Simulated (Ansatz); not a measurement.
# Fields on a plane of RuSi (FeSi type, space group P2_13)

```
RuSi
1.0
    4.70473     0.00000     0.00000
    0.00000     4.70473     0.00000
    0.00000     0.00000     4.70473
Ru Si
4 4
Direct
  0.12942   0.12942   0.12942
  0.62942   0.37058   0.87058
  0.87058   0.62942   0.37058
  0.37058   0.87058   0.62942
  0.83761   0.83761   0.83761
  0.33761   0.66239   0.16239
  0.16239   0.33761   0.66239
  0.66239   0.16239   0.33761
```

The slice is a {210} plane (indices of the conventional cell) through the point (0.838, 0.838, 0.838) (fractional), spanned by u = [100] and v = [021] in vectors of this cell: u (4.70 Å) and v (10.52 Å, at 90° to u). It covers one period; positions are fractions (u, v).

Atoms on it: Si at (0.00, 0.00). Other atoms lie within 1 Å of the plane.

Method: r2SCAN (plane waves to 500 eV, PAW, scalar-relativistic; Ansatz, a first-principles code). k mesh 10×10×10. Near the nuclei the fields are pseudised (PAW); where an atom keeps semicore shells as valence, they peak there. RuSi is run without spin polarisation. RuSi was relaxed with its symmetry unable to fall.

```
v \ u  0.00  0.18  0.36  0.55  0.73  0.91
-----  ----  ----  ----  ----  ----  ----
0.88   -0.5  -0.6  -0.5  -0.5  -0.5  -0.4
0.75   -0.6  -0.4  -0.8  -0.5  -0.5  -0.5
0.62   -0.6  -0.7  -0.5  -0.4  -0.3  -0.5
0.50   -0.2  -0.5  -0.5  -0.4  -0.6  -0.4
0.38    0.3  -0.2  -0.3  -0.7  -0.5  -0.1
0.25   -0.6  -0.4  -0.3  -0.5  -0.2  -0.3
0.12   -0.5  -0.1   0.1  -0.7  -0.7  -0.5
0.00   -1.4  -0.4  -0.5  -0.2  -0.4  -0.7
```

Values: log₁₀ of the valence density in e/Å³. The scale is logarithmic, as a density can span decades between atoms and voids.

```
|          ..**--      |
|            ::        |
|                      |
|                      |
|                      |
|                ..    |
|                      |
|                      |
|                      |
|                      |
|..                  ..|
|--..                ::|
|++@@..              ..|
|**@@..            ::==|
|==..              ..++|
|                      |
|        ..            |
|      ..==..    ::    |
|    --::%%--    ......|
|  ..@@++::..      ....|
|    ::++==            |
|      ..              |
|                      |
|          ::==::      |
```
Scale: ten equal steps from 0.001 (start of ' ') to 0.109 (end of '@'), in the order ' .:-=+*#%@'. Values: density of the lowest conduction band (whole band as if filled, smooth part) in e/Å³. The map has 11 points along u (two characters each, u = 0 at the left) and 24 along v (v = 0 in the bottom row).
